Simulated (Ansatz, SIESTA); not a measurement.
This is a calculation of Sn3Te for Ansatz 0.2.0. Atoms were shifted at random by some hundredths of an Å from the given cell, which wasn't relaxed again for these runs. The cell comes from a database or a generator and needn't be the stable form of this composition.

Contents of input.yaml:

```yaml
crystal:
  lattice:
    - [4.865622, 0.0, 0.0]
    - [0.0, 4.865622, 0.0]
    - [0.0, 0.0, 4.865622]
  atoms:
    - { symbol: Te, position: [0.00673, -0.011423, -0.00336] }
    - { symbol: Sn, position: [-0.001098, 0.504185, 0.498896] }
    - { symbol: Sn, position: [0.501566, 0.006404, 0.49978] }
    - { symbol: Sn, position: [0.489928, 0.504689, -0.001203] }
hamiltonian:
  xc: pbe
  pseudopotentials: { kind: paw }
kpoints:
  mp_grid: { grid: [6, 6, 6] }
scf:
  occupations: { method: fermi_dirac, width: 0.05 }
output:
  forces: true
  stress: true
  eigenvalues: true
```

Potentials or basis: Ansatz PAW.

Run with:

```sh
$ ansatz run input.yaml --threads 2 --pin off --max-ram 5120MiB --backend cpu --events-out ev --progress --plain --runs-dir out
```

What does the same run look like in SIESTA 5.4.2? Potentials or basis there: files PseudoDojo sr-pbe-0.4.1-standard, DZP (energy shift 0.003 Ry; two zetas on semicore shells).

As run (cutoffs and basis follow the program's own potentials, and thresholds, step limits or extra output files can differ):

Sn3Te.fdf

```
SystemName                      Sn3Te
SystemLabel                     Sn3Te
NumberOfSpecies                 2
NumberOfAtoms                   4
%block ChemicalSpeciesLabel
  1  52 Te
  2  50 Sn
%endblock ChemicalSpeciesLabel

LatticeConstant                 1.0 Ang
%block LatticeVectors
     4.8656220000     0.0000000000     0.0000000000
     0.0000000000     4.8656220000     0.0000000000
     0.0000000000     0.0000000000     4.8656220000
%endblock LatticeVectors
AtomicCoordinatesFormat         Fractional
%block AtomicCoordinatesAndAtomicSpecies
     0.0067300000    -0.0114230000    -0.0033600000  1  Te
    -0.0010980000     0.5041850000     0.4988960000  2  Sn
     0.5015660000     0.0064040000     0.4997800000  2  Sn
     0.4899280000     0.5046890000    -0.0012030000  2  Sn
%endblock AtomicCoordinatesAndAtomicSpecies

%block kgrid.MonkhorstPack
    6   0   0  0.0
    0   6   0  0.0
    0   0   6  0.0
%endblock kgrid.MonkhorstPack
XC.Functional                   GGA
XC.Authors                      PBE
PAO.BasisSize                   DZP
PAO.EnergyShift                 0.003 Ry
Mesh.Cutoff                     500 Ry
OccupationFunction              FD
ElectronicTemperature           0.05 eV
MaxSCFIterations                120
SCF.MustConverge                false
SCF.Mixer.Method                Pulay
SCF.Mixer.Weight                0.25
SCF.Mixer.History               8
SCF.DM.Tolerance                5.0e-05
SCF.H.Tolerance                 1.0e-03 eV
WriteForces                     true
Charge.Mulliken                 end
%block PAO.Basis
  Te 4
  n=5 0 2
    5.635 0.000
  n=5 1 2
    7.297 0.000
  n=4 2 2
    3.260 0.000
  n=5 2 1
    7.297
  Sn 4
  n=5 0 2
    6.432 0.000
  n=5 1 2
    8.686 0.000
  n=4 2 2
    3.759 0.000
  n=5 2 1
    8.686
%endblock PAO.Basis
```

Potentials or basis: PseudoDojo 0.4 standard (PBE files), converted to PSML, two zetas on semicore shells, DZP (energy shift 0.003 Ry; two zetas on semicore shells).

Launch:

```bash
$ siesta < Sn3Te.fdf > Sn3Te.out 2>&1
```

Both were run:

|  | Ansatz | SIESTA |
| --- | --- | --- |
| Pressure | 0.4 GPa | 1.4 GPa |
| Energy over the undisturbed cell | 0.5 meV/atom | 1.5 meV/atom |

Ansatz's pressure holds a Pulay term of +0.03 GPa for its cutoff of 420 eV, which the other run lacks.

Where Ansatz's input types no cutoff or centring, it takes its own default and a Γ-centred mesh.

Pressure is positive in compression.
